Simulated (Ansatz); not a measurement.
Q: Name crystals whose computed values (DFT-r²SCAN in the program Ansatz with PAW potentials) fall in these windows: B₀ by P(V) fit (GPa) 160 to 200; highest Γ mode, no LO–TO term (cm⁻¹) 420 to 540.

A: 

```
crystal                                      B₀ by P(V) fit (GPa)  highest Γ mode, no LO–TO term (cm⁻¹)
-------------------------------------------  --------------------  ------------------------------------
ZrSiO, P4/nmm (Zr on 2c, Si on 2a, O on 2c)                   183                                   501
HfB, rock salt                                                174                                   455
BaHfO3, cubic perovskite                                      171                                   519
Zr2N, anti-rutile                                             183                                   537
BaIrO3, cubic perovskite                                      186                                   518
```
Others may fit too.

Standing as an ambient phase not checked: ZrSiO, P4/nmm (Zr on 2c, Si on 2a, O on 2c); HfB, rock salt; Zr2N, anti-rutile; BaIrO3, cubic perovskite. All cells were relaxed under the symmetry of their starts (and spin orders); stability against distortions was not tested throughout. Rows with no word on spin ran without spin polarisation. Scalar-relativistic: spin–orbit coupling is off unless named, which matters more the heavier the elements.

Potentials: the later of the program's two PAW sets.
